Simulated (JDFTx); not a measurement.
Input for JDFTx (a modified build) (Ba (SMILES [Ba]), charge 0, multiplicity 1; bohr and hartree).

```
lattice \
  14.1729459347 0.0000000000 0.0000000000 \
  0.0000000000 14.1729459347 0.0000000000 \
  0.0000000000 0.0000000000 14.1729459347
coords-type Cartesian
ion Ba 0.0000000000 0.0000000000 0.0000000000 0
ion-species pseudo/ba_pbe_v1.upf
elec-cutoff 20 100
elec-ex-corr gga-PBE
symmetries none
coulomb-interaction Isolated
coulomb-truncation-embed 0 0 0
elec-n-bands 8
converge-empty-states yes
electronic-scf nIterations 100 energyDiffThreshold 1e-8
dump-name s0.$VAR
dump End State Ecomponents EigStats BandEigs Forces ElecDensity IonicPositions
```

The main set-up lines of the log and the final energy components:

```
unit cell volume = 2846.95
Chosen fftbox size, S = [  64  64  64  ]
unit cell volume = 2846.95
Chosen fftbox size, S = [  60  60  60  ]
  'Ba' pseudopotential, 'SLA  PW   PBE  PBE' functional
  10 valence electrons, 5 orbitals, 7 projectors, 907 radial grid points, with lMax = 3
Initialized 1 species with 1 total atoms.
Folded 1 k-points by 1x1x1 to 1 k-points.
nElectrons:  10.000000   nBands: 8   nStates: 1
average nbasis = 12149.000 , ideal nbasis = 12162.403
unit cell volume = 22775.6
Chosen fftbox size, S = [  128  128  128  ]
[...]
# Energy components:
       EH =       19.3713229004168355
     Eloc =      -45.9788937672850153
      Enl =       -1.3526869866778859
      Exc =      -13.6394255172669592
 Exc_core =        9.4586638825213516
       KE =        6.4981312229579986
-------------------------------------
     Etot =      -25.6428882653336778


	eMin: -1.266068 at state 0 ( [ +0.000000 +0.000000 +0.000000 ] spin 0 )
	HOMO: -0.147551 at state 0 ( [ +0.000000 +0.000000 +0.000000 ] spin 0 )
	LUMO: -0.100749 at state 0 ( [ +0.000000 +0.000000 +0.000000 ] spin 0 )
	HOMO-LUMO gap: +0.046802
```

The run took 9 electronic cycles; the highest occupied level lies at -4.02 eV from the vacuum level.
